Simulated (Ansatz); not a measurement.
Input:

ZrAg:
```cif
data_Ag4Zr4
_chemical_formula_sum 'Zr4 Ag4'
_space_group_name_H-M_alt 'Cmcm'
_space_group_IT_number 63
_space_group_name_Hall '-C 2c 2'
_cell_length_a 2.87513
_cell_length_b 11.40441
_cell_length_c 4.69590
_cell_angle_alpha 90.000
_cell_angle_beta 90.000
_cell_angle_gamma 90.000
loop_
_space_group_symop_operation_xyz
  'x, y, z'
  '-x, -y, -z'
  '-x, -y, z+1/2'
  'x, y, -z+1/2'
  'x, -y, -z'
  '-x, y, z'
  '-x, y, -z+1/2'
  'x, -y, z+1/2'
  'x+1/2, y+1/2, z'
  '-x+1/2, -y+1/2, -z'
  '-x+1/2, -y+1/2, z+1/2'
  'x+1/2, y+1/2, -z+1/2'
  'x+1/2, -y+1/2, -z'
  '-x+1/2, y+1/2, z'
  '-x+1/2, y+1/2, -z+1/2'
  'x+1/2, -y+1/2, z+1/2'
loop_
_atom_site_label
_atom_site_type_symbol
_atom_site_symmetry_multiplicity
_atom_site_Wyckoff_symbol
_atom_site_fract_x
_atom_site_fract_y
_atom_site_fract_z
_atom_site_occupancy
Zr1 Zr 4 c 0.00000 0.33674 0.25000 1
Ag1 Ag 4 c 0.00000 0.06991 0.25000 1
```
(The calculation used a cell of 4 atoms; values per cell refer to that cell.)

This is the PBEsol-relaxed structure.

### Question
All from PBEsol (plane waves, PAW; program Ansatz), unless another level is named. Predict the formation energy from the elements (no fitted shifts).

### Answer
-0.041 eV/atom.

### Question
Next, the density of states at the Fermi level?

### Answer
1.1 states/eV per atom (mean over ±0.08 eV).

The start of the workflow was typed in or built on a structure type; neither database checked (COD, Materials Project) lists it. COD files the formula under space group No. 129. Whether it is the stable phase at ambient conditions was not checked. The cell was relaxed with PBEsol under the symmetry of its start; its stability against distortions is not shown here. No spin polarisation was allowed. The references are the lowest solids computed at this level, not always the standard phases. Spin–orbit coupling is left out wherever it is not named.

Potentials: the later of the program's two PAW sets.
